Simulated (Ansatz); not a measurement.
# Electric field gradients in BaSr3Ti4O12

The cell is a computed structure from the Materials Project (it need not be an observed phase).

```
Ba Sr Ti O
1.0
     3.96835    0.00000    0.00000
     0.00000    3.96835    0.00000
     0.00000    0.00000   15.87641
Ba Sr Ti O
1 3 4 12
Direct
  0.00000 0.00000 0.00000
  0.00000 0.00000 0.25092
  0.00000 0.00000 0.50000
  0.00000 0.00000 0.74908
  0.50000 0.50000 0.12818
  0.50000 0.50000 0.37544
  0.50000 0.50000 0.62456
  0.50000 0.50000 0.87182
  0.00000 0.50000 0.12974
  0.00000 0.50000 0.37519
  0.00000 0.50000 0.62481
  0.00000 0.50000 0.87026
  0.50000 0.50000 0.00000
  0.50000 0.50000 0.25143
  0.50000 0.50000 0.50000
  0.50000 0.50000 0.74857
  0.50000 0.00000 0.12974
  0.50000 0.00000 0.37519
  0.50000 0.00000 0.62481
  0.50000 0.00000 0.87026
```

Atom numbers follow the list; atoms alike are taken as one site, whose name carries the number of the first.

The numbers come from a DFT calculation in Ansatz (PBE, plane waves and PAW (field gradients read without the response of the frozen cores, which leaves them typically 4 to 6 % off), with spin–orbit coupling, 420 eV cutoff, Γ-centred 6×6×2 k-points, Fermi–Dirac smearing 0.02 eV).

V_zz is the principal component of the electric field gradient with the largest magnitude, η = (V_xx − V_yy)/V_zz and C_Q = eQV_zz/h.

¹³⁷Ba: I = 3/2, Q = 236.0 mb; ⁸⁷Sr: I = 9/2, Q = 305.0 mb; Ti-49: I = 7/2, Q = 247.0 mb; O-17: I = 5/2, Q = -25.58 mb. Quadrupole moments are those of Pyykkö's year-2017 table.

(1) Give the quadrupolar parameters of the distinct sites.

Results:

(1) 

| site | atoms (order as listed) | first shell | V_zz (10²¹ V/m²) | η | C_Q (MHz) |
| --- | --- | --- | --- | --- | --- |
| Ba | 1 | 12 O at 2.81–2.86 Å | 1.11 | 0.00 | 6.35 |
| Sr2 | 2, 4 | 12 O at 2.76–2.81 Å | -0.23 | 0.00 | -1.66 |
| Sr3 | 3 | 12 O at 2.80–2.81 Å | -0.049 | 0.00 | -0.361 |
| Ti5 | 5, 8 | 6 O at 1.96–2.03 Å | 0.42 | 0.00 | 2.51 |
| Ti6 | 6, 7 | 6 O at 1.97–1.98 Å | -0.43 | 0.00 | -2.58 |
| O9 | 9, 12, 17, 20 | 2 Ti at 1.98 Å, angle 179°; also 2 Sr at 2.76 Å, 2 Ba at 2.86 Å | 2.08 | 0.06 | -1.28 |
| O10 | 10, 11, 18, 19 | 2 Ti at 1.98 Å, angle 180°; also 4 Sr at 2.80 Å | 1.87 | 0.06 | -1.16 |
| O13 | 13 | 2 Ti at 2.03 Å, angle 180°; also 4 Ba at 2.81 Å | 2.63 | 0.00 | -1.63 |
| O14 | 14, 16 | 2 Ti at 1.96–1.97 Å, angle 180°; also 4 Sr at 2.81 Å | 1.90 | 0.00 | -1.18 |
| O15 | 15 | 2 Ti at 1.98 Å, angle 180°; also 4 Sr at 2.81 Å | 1.67 | 0.00 | -1.03 |

An axis of threefold or higher order runs through Ba, Sr2, Sr3, Ti5, Ti6 and O13 and others, so V_zz lies along it and η is zero. At O9 and O10 V_zz points along the line of its two bonds (within 1°) in each case.

The run took 6.9 min of wall time (6.9 min of CPU time) and 2.1 GiB at its peak, on 1 thread of Intel Xeon Platinum 8259CL CPU @ 2.50GHz (Skylake/Cascade Lake) (x86_64; 16 cores open to the job, memory cap 3.0 GiB, no GPU), a shared host with a load of 0.4 a core.
